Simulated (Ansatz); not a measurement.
Method: Ansatz, DFT PBE, scalar-relativistic, plane waves, PAW. Cutoff 420 eV, Γ-centred meshes of about 0.25 Å⁻¹ or finer for metals and 0.3 Å⁻¹ for insulators (2π included), Gaussian smearing. No spin polarisation.

These are static total energies at zero pressure.

Two forms of GaMo were relaxed alike.

A.

```yaml
crystal:
  lattice:
    - [2.87114, 0.00000, 0.00000]
    - [-1.43557, 2.48648, 0.00000]
    - [0.00000, 0.00000, 4.37627]
  atoms:
    - { symbol: Ga, position: [0.00000, 0.00000, 0.00000] }
    - { symbol: Mo, position: [0.66667, 0.33333, 0.50000] }
```

B.

```yaml
crystal:
  lattice:
    - [3.16210, 0.00000, 0.00000]
    - [0.00000, 3.16210, 0.00000]
    - [0.00000, 0.00000, 13.85890]
  atoms:
    - { symbol: Ga, position: [0.00000, 0.50000, 0.27669] }
    - { symbol: Ga, position: [0.50000, 0.00000, 0.72331] }
    - { symbol: Ga, position: [0.50000, 0.00000, 0.42161] }
    - { symbol: Ga, position: [0.00000, 0.50000, 0.57839] }
    - { symbol: Mo, position: [0.50000, 0.00000, 0.94082] }
    - { symbol: Mo, position: [0.00000, 0.50000, 0.05918] }
    - { symbol: Mo, position: [0.50000, 0.00000, 0.16382] }
    - { symbol: Mo, position: [0.00000, 0.50000, 0.83618] }
```

Question: Which form is favoured at zero pressure, and by what margin per atom?

Answer: A is lower, by 36 meV/atom. A has Ga and Mo ordered on hcp sites, space group P-6m2 (No. 187), 15.6 Å³/atom and no gap on its mesh; B has space group P4/nmm (No. 129), 17.3 Å³/atom and no gap. Counting all near atoms (those within 1.25 times the shortest distance at each site; a plus sign parts nearer from farther groups; a slash parts the counts of unlike sites), A has Ga 12, Mo 12 and B has Ga 12+1/4+9, Mo 8+5/14. The denser one is the lower, and pressure would at first widen the difference. In A, Ga is surrounded by 6 Mo at 2.75 Å and 6 Ga at 2.87 Å; Mo has 6 Ga at 2.75 Å and 6 Mo at 2.87 Å. In B, around Ga on its first site lie 4 Mo at 2.73 Å, 8 Ga at 3.01–3.16 Å and 1 Mo at 3.01 Å; around Ga on its second site lie 12 Ga at 3.01–3.16 Å and 1 Mo at 3.57 Å; around Mo on its first site lie 8 Mo at 2.67–2.77 Å, 1 Ga at 3.01 Å and 5 Mo at 3.09–3.16 Å; 1 more site not described. Both come from trial cells of a structure search, whose lowest cell (P4/nmm, 15.6 Å³/atom) lies 76 meV/atom below the lower of the two.

Trial moments fell under 0.15 μB along the way in P-6m2 and P4/nmm; another start might hold them. Cells relaxed within their symmetry can be saddle points. Some candidate types were left out of the draw beforehand, so a known form may be missing.
